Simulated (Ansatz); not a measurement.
Consider the following.

CoPtO2:
```cif
data_CoO2Pt
_chemical_formula_sum 'Co1 Pt1 O2'
_space_group_name_H-M_alt 'P 1'
_space_group_IT_number 1
_cell_length_a 6.07023
_cell_length_b 6.07023
_cell_length_c 6.07023
_cell_angle_alpha 26.502
_cell_angle_beta 26.502
_cell_angle_gamma 26.502
loop_
_space_group_symop_operation_xyz
  'x, y, z'
loop_
_atom_site_label
_atom_site_type_symbol
_atom_site_fract_x
_atom_site_fract_y
_atom_site_fract_z
_atom_site_occupancy
Co1 Co 0.50000 0.50000 0.50000 1
Pt1 Pt 0.00000 0.00000 0.00000 1
O1 O 0.11230 0.11230 0.11230 1
O2 O 0.88770 0.88770 0.88770 1
```

This is the LDA-relaxed structure.

Problem. All from LDA in the plane-wave PAW code Ansatz, unless another level is named. Give the electronic character.

Solution. metallic (no gap).

Problem. And the formation energy from the elements (no fitted shifts)?

Solution. -0.99 eV/atom.

Problem. Next, the density of states at the Fermi level?

Solution. 0.11 states/eV per atom (mean over ±0.08 eV).

Space group R-3m. The cell was relaxed with LDA under the symmetry of its start; of distortions, only those at the zone centre were tested. No spin polarisation was allowed. No Hubbard U is applied. Without spin polarisation and U, an open-shell compound can come out a false metal. The references are the lowest solids computed at this level, not always the standard phases (solids in place of the gases). Scalar-relativistic: spin–orbit coupling is off unless named, which matters more the heavier the elements.

Potentials: the later of the program's two PAW sets.
